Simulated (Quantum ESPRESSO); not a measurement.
CaMg2ZnO4 (made-up cell) (calculated)

Calculation on a made-up crystal cell, not a measurement: periodic Kohn-Sham density functional theory in plane waves with PseudoDojo standard norm-conserving scalar-relativistic pseudopotentials, each functional with its own files (v0.5 for PBE, v0.4.1 for LDA and PBEsol), no spin polarisation, no spin-orbit coupling, atoms not relaxed, stress positive in tension, energies less a fixed whole-eV offset for each atom's element; levels are Kohn-Sham levels at fractions of this cell's reciprocal vectors, counted from the reference band (half the neutral cell's valence electrons, rounded up) at Gamma; error bars cover cutoff and k-mesh only, not smearing or the files; added strain carries the atoms with the cell, and shear is the tensor component; each bar is the largest change over components, and at least 0.002 eV, 0.002 eV per angstrom or 0.02 GPa; energies are for the whole cell, and the offsets were chosen from early runs and are not element reference energies. Program: Quantum ESPRESSO 7.5.

### CaMg2ZnO4 (made-up cell)

Unstrained structure:
```
CaMg2ZnO4
1.0
      4.4130     0.0000     0.0000
      0.0000     4.4130     0.0000
      0.0000     0.0000     4.4130
Mg Zn Ca O
2 1 1 4
Direct
  0.00523 -0.02277 0.01557
  0.02465 0.52037 0.48015
  0.50483 -0.02796 0.50879
  0.50224 0.49347 -0.02345
  0.52137 0.01344 -0.00610
  0.50530 0.49610 0.47843
  1.02944 0.00356 0.50634
  1.00956 0.49572 0.00007
```

* lattice type: rocksalt
* functional: pbe
* cutoff: 1143 eV
* fermi dirac smearing: 0.025 eV
* scf tolerance: 1e-07 eV
* electrons removed: 0
* added strain kind: biaxial xx and yy
* added strain: -0.0176
* k mesh: 4 x 4 x 4, shifted by half a step
* structure shown: before the added strain of -0.0176
* pressure: ?
* stress xy: ?
* stress yz: ?
* stress xx: ?

Atoms:
```
atoms element  atom site  atom energy offset (eV)
           Mg          1                    -1617
           Mg          2                    -1617
           Zn          3                    -5687
           Ca          4                    -1055
            O          5                     -452
            O          6                     -452
            O          7                     -452
            O          8                     -452
```

## Withheld values
1. Estimate the pressure of CaMg2ZnO4 (made-up cell).
2. Estimate the stress xy of CaMg2ZnO4 (made-up cell).
3. What stress yz does the calculation give for CaMg2ZnO4 (made-up cell)?
4. Give the missing stress xx for CaMg2ZnO4 (made-up cell).

Calculated values
1. 11.07 GPa
2. 0.2374 GPa
3. 0.7839 GPa
4. -12.58 GPa

Further results for CaMg2ZnO4 (made-up cell):

- free energy less offsets: 0.5515 eV
- smearing term minus ts: 0 eV
- scf iterations: 12
- stress yy: -12.69 GPa
- stress zz: -7.939 GPa
- stress xz: 0.03791 GPa
- error bar energy: 0.002 eV
- error bar stress: 0.04341 GPa
- error bar force: 0.005956 eV/Å
- error bars from: tighter rerun of a related cell

Forces:
```
site  x (eV/Å)  y (eV/Å)  z (eV/Å)
   1   0.07379     1.012   -0.4256
   2   -0.5578    -1.046     0.311
   3    0.3683    0.7859   -0.2311
   4    0.6702     0.535    0.2432
   5  -0.09869    -1.674   0.09999
   6    0.3495    0.2655    0.2327
   7   -0.5334   -0.2632   -0.2582
   8   -0.2718    0.3855   0.02787
```
